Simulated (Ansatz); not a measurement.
ZrSi in space group P-6m2 (No. 187; Zr on 1a, Si on 1f) under volume change, DFT-PBE in the program Ansatz with PAW potentials, shape and atoms relaxed at each volume.

```json
[
 {"V (Å³/atom)": "17.059", "E − E(relaxed) (meV/atom)": "53.8", "P (GPa)": "11.38"},
 {"V (Å³/atom)": "17.621", "E − E(relaxed) (meV/atom)": "22.2", "P (GPa)": "6.72"},
 {"V (Å³/atom)": "18.184", "E − E(relaxed) (meV/atom)": "5.4", "P (GPa)": "2.97"},
 {"V (Å³/atom)": "18.746", "E − E(relaxed) (meV/atom)": "0.0", "P (GPa)": "0.00"},
 {"V (Å³/atom)": "19.308", "E − E(relaxed) (meV/atom)": "5.4", "P (GPa)": "-3.01"},
 {"V (Å³/atom)": "19.871", "E − E(relaxed) (meV/atom)": "20.7", "P (GPa)": "-5.64"},
 {"V (Å³/atom)": "20.433", "E − E(relaxed) (meV/atom)": "43.9", "P (GPa)": "-7.56"}
]
```

Q: What does a third-order Birch–Murnaghan fit give for V₀, B₀ and B′?

A: V₀ = 18.71 Å³/atom, B₀ = 102 GPa, B′ = 3.9.

A made-up cell: these elements were put on the sites of a structure type; neither database checked (COD, Materials Project) lists it. COD files the formula under space group No. 62, 63, so this cell is another polymorph or a model. Its standing as an ambient phase is unchecked. The cell was relaxed with PBE under the symmetry of its start; whether a distortion lowers the energy is not shown. No spin polarisation was allowed.

Potentials: the later of the program's two PAW sets.
